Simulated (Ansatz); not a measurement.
Li2S (anti-fluorite, space group No. 225) under volume change, PBEsol (plane waves, PAW; program Ansatz), scaled uniformly.

```tsv
V (Å³/atom)	E − E(relaxed) (meV/atom)	P (GPa)
13.710	18.8	4.78
14.162	7.9	2.95
14.614	1.9	1.37
15.066	0.0	0.01
15.518	1.7	-1.16
15.970	6.4	-2.18
16.422	13.8	-3.06
```

Question: What does a third-order Birch–Murnaghan fit give for V₀, B₀ and B′?

Answer: V₀ = 15.07 Å³/atom, B₀ = 42.1 GPa, B′ = 3.9.

Space group Fm-3m (anti-fluorite). The cell was relaxed with PBEsol under the symmetry of its start.

Potentials: the later of the program's two PAW sets.
